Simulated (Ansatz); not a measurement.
Suppose TiB4 takes space group Pmmm (No. 47), with Ti on 1e; B on 2s and 2q. The guess for TiB4 was made by a generator: Ti between graphite sheets, stage 1 (host B; sites filled 2 of 4).

Method: DFT PBE, scalar-relativistic, plane waves, PAW (Ansatz). Cutoff 420 eV, Γ-centred mesh, Gaussian smearing, no spin polarisation.

Energies over the elements count from the elements' standard structures at the same level, with no fitted energy shifts.

Question: Which cell and coordinates does it relax to?

Answer:

Space group Pmmm (No. 47). a = 3.016 Å, b = 3.200 Å, c = 5.106 Å, α = 90.00°, β = 90.00°, γ = 90.00°
```
atom  site  symmetry       x       y       z
  Ti    1e       mmm  0.0000  0.5000  0.0000
   B    2s       mm2  0.5000  0.0000  0.8259
   B    2q       mm2  0.0000  0.0000  0.3377
```

Ti is surrounded by 12 B at 2.35–2.37 Å; around B on its first site lie 3 B at 1.72–1.78 Å and 4 Ti at 2.37 Å; B on its second site has 3 B at 1.66–1.72 Å and 2 Ti at 2.35 Å. Another local minimum with the same sites may exist.

Question: And its energy and gap?

Answer: The energy over the elements is −0.10 eV/atom and the gap on the 12×12×8 mesh of the 5-atom cell is 0 eV (a metal). Whether it is stable depends on the other phases of the system, which aren't compared here.

The last run used Gaussian smearing of 0.10 eV. A later test with randomly moved atoms led to a structure 249 meV/atom lower, so this end is a saddle point or a shallow minimum.
